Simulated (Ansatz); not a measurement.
Ti2SnC in space group P6_3/mmc (No. 194; Ti on 4f, Sn on 2d, C on 2a) under volume change, r²SCAN in the plane-wave PAW code Ansatz, shape and atoms relaxed at each volume.

```json
[
 {"V (Å³/atom)": "13.559", "E − E(relaxed) (meV/atom)": "64.8", "P (GPa)": "16.89"},
 {"V (Å³/atom)": "14.006", "E − E(relaxed) (meV/atom)": "___", "P (GPa)": "___"},
 {"V (Å³/atom)": "14.453", "E − E(relaxed) (meV/atom)": "6.4", "P (GPa)": "4.72"},
 {"V (Å³/atom)": "14.900", "E − E(relaxed) (meV/atom)": "0.0", "P (GPa)": "0.00"},
 {"V (Å³/atom)": "15.347", "E − E(relaxed) (meV/atom)": "5.7", "P (GPa)": "-3.99"},
 {"V (Å³/atom)": "15.794", "E − E(relaxed) (meV/atom)": "___", "P (GPa)": "___"},
 {"V (Å³/atom)": "16.240", "E − E(relaxed) (meV/atom)": "46.2", "P (GPa)": "-10.15"}
]
```

### Question
What belongs in the gaps?

### Answer

- 15.794, E − E(relaxed) (meV/atom): 21.7
- 15.794, P (GPa): -7.37
- 14.006, E − E(relaxed) (meV/atom): 27.1
- 14.006, P (GPa): 10.31

### Question
What does a third-order Birch–Murnaghan fit give for V₀, B₀ and B′?

### Answer
V₀ = 14.90 Å³/atom, B₀ = 144 GPa, B′ = 4.6.

The first step of the workflow began from a Materials Project structure, measured or hypothetical; the Crystallography Open Database copy checked does not list it. Its standing as an ambient phase is unchecked. The r²SCAN relaxation kept the symmetry of its start; its stability against distortions is not shown here. No spin polarisation was allowed. Spin–orbit coupling is left out wherever it is not named.

Potentials: the earlier of the program's two PAW sets.
